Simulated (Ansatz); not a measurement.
Input file for Ansatz (a first-principles code):

Ansatz 0.2 input:
```yaml
crystal:
  lattice:
    - [0.0, 2.3303935311, 2.3303935311]
    - [2.3303935311, 0.0, 2.3303935311]
    - [2.3303935311, 2.3303935311, 0.0]
  atoms:
    - { symbol: W, position: [0.0, 0.0, 0.0] }
    - { symbol: C, position: [0.25, 0.25, 0.25] }
kpoints:
  mp_grid: { grid: [11, 11, 11] }
  band_path:
    path:
      - [[0.0, 0.0, 0.0], [0.5, 0.0, 0.5], [0.625, 0.25, 0.625]]  # Γ-X-U
      - [[0.375, 0.375, 0.75], [0.0, 0.0, 0.0], [0.5, 0.5, 0.5], [0.5, 0.25, 0.75], [0.5, 0.0, 0.5]]  # K-Γ-L-W-X
    npoints: 12
basis: { xc_grid: 2 }
hamiltonian:
  xc: pbesol
  pseudopotentials: { azcp: { folder: ./paw }, kind: paw_fr }
magnetization: { noncollinear: true, spin_orbit: true }
scf:
  n_extra_bands: 12
  convergence: { dr2_threshold: 0.0000000001 }
  occupations: { method: gaussian, width: 0.05 }
output: { eigenvalues: true }
```

Output (shortened):

```
Pseudopotential: W, paw, valence charge 14
Pseudopotential: C, paw, valence charge 4
Functional definition: PBEsol
non-collinear run that drives no moment, with spin-orbit …
Crystal: 2 atoms, lattice volume = 25.311 Å³
Basis set: ecut = 420 eV, 531 PW (Γ), exchange–correlation on 48×48×48 points (8 copies of the dense FFT grid, shifted against one another)
Bands: 30, of which v1, the nominal top of the filled ones, is band 18 counted from 1 (17 counted from 0)
Symmetry: 24 space group operations + 24 with time reversal
k-points: 56 of 1331 (time reversal used)
Projection manifold: j_resolved (fully-relativistic pseudo-atomic orbitals)
SCF iter   1: F=—  HF=-10529.313815 eV  |F-HF|=—  |Δ(HF+E_count)|=         —  Δρ=1.46e-1  dr2=7.34e0  dr2_m=0.00e0 (ungated)  ethr=3.10e-3  |M|=0.00e0 ∫|m|=0.00e0 μB  |m|>n=0.0e0 m-floor=0.0e0 τ_xc=0.0e0  β_m=0.30  ⟨swp⟩=5.6  Hψ=8345  notcnv=0  defer=66
preconditioner: auto → none
SCF iter   2: F=—  HF=-10527.960310 eV  |F-HF|=—  |Δ(HF+E_count)|=    1.35e0  Δρ=8.09e-2  dr2=2.26e0  dr2_m=0.00e0 (ungated)  ethr=3.10e-3  |M|=0.00e0 ∫|m|=0.00e0 μB  |m|>n=0.0e0 m-floor=0.0e0 τ_xc=0.0e0  β_m=0.48  ⟨swp⟩=2.0  Hψ=2996  notcnv=0  defer=320
SCF iter   3: F=—  HF=-10527.362959 eV  |F-HF|=—  |Δ(HF+E_count)|=   5.97e-1  Δρ=1.48e-2  dr2=2.67e-2  dr2_m=0.00e0 (ungated)  ethr=3.10e-3  |M|=0.00e0 ∫|m|=0.00e0 μB  |m|>n=0.0e0 m-floor=0.0e0 τ_xc=0.0e0  β_m=0.65  ⟨swp⟩=2.5  Hψ=2556  notcnv=0  defer=320
SCF iter   4: F=—  HF=-10527.359617 eV  |F-HF|=—  |Δ(HF+E_count)|=   3.34e-3  Δρ=3.37e-3  dr2=2.72e-3  dr2_m=0.00e0 (ungated)  ethr=1.49e-4  |M|=0.00e0 ∫|m|=0.00e0 μB  |m|>n=0.0e0 m-floor=0.0e0 τ_xc=0.0e0  β_m=0.58  ⟨swp⟩=2.7  Hψ=2909  notcnv=0  defer=296
SCF iter   5: F=—  HF=-10527.358983 eV  |F-HF|=—  |Δ(HF+E_count)|=   6.34e-4  Δρ=8.52e-4  dr2=7.84e-5  dr2_m=0.00e0 (ungated)  ethr=1.51e-5  |M|=0.00e0 ∫|m|=0.00e0 μB  |m|>n=0.0e0 m-floor=0.0e0 τ_xc=0.0e0  β_m=0.66  ⟨swp⟩=2.4  Hψ=1989  notcnv=0  defer=296
SCF iter   6: F=—  HF=-10527.358982 eV  |F-HF|=—  |Δ(HF+E_count)|=   1.36e-6  Δρ=1.07e-4  dr2=1.49e-6  dr2_m=0.00e0 (ungated)  ethr=4.36e-7  |M|=0.00e0 ∫|m|=0.00e0 μB  |m|>n=0.0e0 m-floor=0.0e0 τ_xc=0.0e0  β_m=0.74  ⟨swp⟩=1.7  Hψ=1821  notcnv=0  defer=296
SCF iter   7: F=—  HF=-10527.358978 eV  |F-HF|=—  |Δ(HF+E_count)|=   3.29e-6  Δρ=9.23e-6  dr2=9.62e-9  dr2_m=0.00e0 (ungated)  ethr=8.29e-9  |M|=0.00e0 ∫|m|=0.00e0 μB  |m|>n=0.0e0 m-floor=0.0e0 τ_xc=0.0e0  β_m=0.85  ⟨swp⟩=2.3  Hψ=2191  notcnv=0  defer=296
SCF iter   8: F=—  HF=-10527.358978 eV  |F-HF|=—  |Δ(HF+E_count)|=   2.17e-9  Δρ=9.13e-7  dr2=1.65e-10  dr2_m=0.00e0 (ungated)  ethr=5.34e-11  |M|=0.00e0 ∫|m|=0.00e0 μB  |m|>n=0.0e0 m-floor=0.0e0 τ_xc=0.0e0  β_m=0.86  ⟨swp⟩=2.1  Hψ=2166  notcnv=0  defer=296
SCF iter   9: F=-10527.358978 eV  HF=-10527.358978 eV  |F-HF|=0.00e0  |Δ(HF+E_count)|=  6.91e-11  Δρ=7.19e-8  dr2=1.15e-12  dr2_m=0.00e0 (ungated)  ethr=1.00e-12  |M|=0.00e0 ∫|m|=0.00e0 μB  |m|>n=0.0e0 m-floor=0.0e0 τ_xc=0.0e0  ⟨swp⟩=7.6  Hψ=5958  notcnv=0
SCF 1 converged in 9 iterations: F = -10527.358978 eV  dr2 = 1.15e-12
NSCF: frozen V_eff on 74 k-points
SCF converged after 9 iterations
Magnetization: |M| = 0.0000 μB,  M = (+0.0000, +0.0000, +0.0000) μB
Absolute magnetization: 0.0000 μB (∫|m|)
  site 0: m = (+0.0000, +0.0000, +0.0000) μB, |m| = 0.0000 μB  (R = 0.83 Å)
  site 1: m = (+0.0000, +0.0000, +0.0000) μB, |m| = 0.0000 μB  (R = 0.83 Å)
Free energy (F): -10527.358978 eV
Harris-Foulkes:  -10527.358978 eV  (|F-HF|=0.00e0)
Internal energy: -10527.357791 eV  (E = F + TS)
E sigma→0 (E₀):  -10527.358385 eV
Entropy (-TS):   -0.001188 eV (-0.594 meV/atom)
Fermi energy:    16.702552 eV
--- Per-component energies (eV) ---
  E_band       = -141.698723
  E_kinetic    = 507.632602
  E_local      = -839.094959  (includes V_loc(G=0)·N_el)
  E_nonlocal   = -2.021557
  E_hartree    = 325.553331
  E_xc         = -311.759418
  E_vxc        = -287.768399  (∫ρ·V_xc dr)
  E_paw        = -8567.672367  (= ΣΔE_a)
  E_vpaw       = -171.553268  (= ΣTr[D̂ρ^β])
  E_aug_tail   = 0.000173  (compensation charges beyond the density's cutoff)
  E_ewald      = -1640.243658
  E_core_change = 0.248062  (= ΣΔE_core)
  E_smearing   = -0.001188  (= −TS)
  E_closure    = 0.000000  (closes the sum)
  Σ components = -10527.358978   (vs F -10527.358978, Δ=0.00e0)
  [band-id]    e_kinetic+e_local+e_nonlocal+2·e_hartree+e_vxc+e_vpaw+e_augmentation_tail = -141.698745   (vs E_band -141.698723, Δ=-2.25e-5)
--- Band table (eV; the first three rows and the last of 56) ---
  k-point 0: bands = ["-57.7517", "-57.7517", "-29.1564", "-29.1564", "-19.3185", "-19.3185", "-19.3185", "-19.3185", "2.8582", "2.8582", "10.8914", "10.8914", "10.8914", "10.8914", "11.0634", "11.0634", "16.6821", "16.6821", "16.6821", "16.6821", "19.4525", …
  k-point 1: bands = ["-57.7503", "-57.7503", "-29.1624", "-29.1624", "-19.3449", "-19.3449", "-19.3238", "-19.3238", "3.0213", "3.0213", "10.7880", "10.7880", "10.9544", "10.9946", "11.1187", "11.1187", "16.5315", "16.5791", "16.5791", "16.6715", "19.8347", …
  k-point 2: bands = ["-57.7468", "-57.7468", "-29.1787", "-29.1787", "-19.4149", "-19.4149", "-19.3381", "-19.3381", "3.4625", "3.4625", "10.5344", "10.5344", "11.1422", "11.2172", "11.3289", "11.3289", "16.3708", "16.4091", "16.4091", "16.6146", "20.6225", …
  k-point 55: bands = ["-57.7297", "-57.7297", "-29.2629", "-29.2497", "-19.6538", "-19.5885", "-19.5375", "-19.5155", "5.4234", "5.8038", "10.5170", "10.5898", "11.8579", "11.9583", "13.6109", "13.7494", "14.1086", "14.7801", "16.7911", "17.1730", "18.3917", …
```

Cost: very roughly 14 core-seconds on shared cores.

Space group F-43m (zinc blende). The start of the workflow was typed in or built on a structure type; neither database checked (COD, Materials Project) lists it. It is not the phase usual at ambient conditions (space group No. 187). The cell was relaxed with PBEsol under the symmetry of its start; whether a distortion lowers the energy is not shown. The run is not spin-polarised. Its formation energy is positive at this level, so the cell may be metastable or incomplete.

Potentials: the earlier of the program's two PAW sets. The files were generated under PBE; for other functionals the program regenerates the frozen cores, and for LDA and PBEsol the local potential too.

Ansatz is a plane-wave DFT program.
